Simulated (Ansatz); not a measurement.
## HfVGe: reading a single point

```
CELL_PARAMETERS angstrom
3.87336 0.00000 0.00000
0.00000 3.87336 0.00000
0.00000 0.00000 7.56013
ATOMIC_POSITIONS crystal
V 0.00000 0.00000 0.00000
V 0.50000 0.50000 0.00000
Hf 0.50000 0.00000 0.64000
Hf 0.00000 0.50000 0.36000
Ge 0.50000 0.00000 0.25500
Ge 0.00000 0.50000 0.74500
```

Level: r2SCAN, with U_eff = 1.9 eV on V d (all-electron-ortho-atomic projectors), no spin polarisation; 500 eV; 9×9×5 Γ-centred mesh; fermi-dirac occupations (width 0.0243 eV); Ansatz 0.2.0, fixed geometry.

- Forces: The largest is on Ge5 (and as large on other atoms): 0.46 eV/Å, components (0.00, 0.00, -0.46). It makes 45° with the line to a nearest neighbour, V1 at 2.73 Å, pointing towards it.
- Stress: The pressure is -16.7 GPa (compression positive), so with the atoms held at these fractions the cell would first shrink.
- Electronic structure: It is a metal, with about 3.2 states/eV a cell as the mean within 0.25 eV of the Fermi level, mostly V d (59 %) and Hf d (34 %).
- Contacts: V–Ge at 2.73 Å: least valence density 0.24 e/Å³ and ELF 0.19 there. V–V at 2.74 Å: least valence density 0.29 e/Å³ and ELF 0.42 there. Hf–Ge at 2.85 Å: least valence density 0.25 e/Å³ and ELF 0.24 there. These are pseudo-fields; inside the PAW spheres they differ from the all-electron ones.
- Charges: Bader charges in e: Hf +1.32, V +0.55, Ge -1.87. In the mean Hf gives up most and Ge takes most.

Origin: a known structure type with other elements, at an estimated volume, so it need not be a known compound. Caveats: no spin polarisation, so a magnetic state may lie lower; atoms or cell far from equilibrium.
